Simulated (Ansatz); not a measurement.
A plane-wave DFT run in Ansatz 0.2.0 (scalar-relativistic PAW potentials unless the input names others): input and command.

```yaml
crystal:
  lattice:
    - [3.777535388, 0.0, 0.0]
    - [0.0, 3.777535388, 0.0]
    - [0.0, 0.0, 3.777535388]
  atoms:
    - { symbol: Be, position: [0.0, 0.0, 0.0] }
    - { symbol: Ir, position: [0.0, 0.5, 0.5] }
    - { symbol: Ir, position: [0.5, 0.0, 0.5] }
    - { symbol: Ir, position: [0.5, 0.5, 0.0] }
basis:
  ecutwfc: "40 Ry/bohr"
kpoints:
  mp_grid: { grid: [12, 12, 12] }
hamiltonian:
  xc: pbe
scf:
  occupations: { method: gaussian, width: 0.1 }
  max_iter: 100
output:
  forces: true
  eigenvalues: true
  stress: true
```

```bash
ansatz run input.yaml --threads 1 --pin off --max-ram 2560MiB --backend cpu --events-out ev --progress --plain --runs-dir out
```

Question: What will the program do with this input?

Answer: The program refuses it, because of a cutoff in the wrong unit (basis.ecutwfc: 420 → "40 Ry/bohr"). With the sound run's settings it is accepted.

Abridged log:
```
Error: YAML parse error: error: line 12 column 12: unknown unit factor `Ry/bohr`
  --> <input>:12:12
   |
10 |     - { symbol: Ir, position: [0.5, 0.5, 0.0] }
11 | basis:
12 |   ecutwfc: "40 Ry/bohr"
   |            ^ unknown unit factor `Ry/bohr`
13 | kpoints:
14 |   mp_grid: { grid: [12, 12, 12] }
   |
```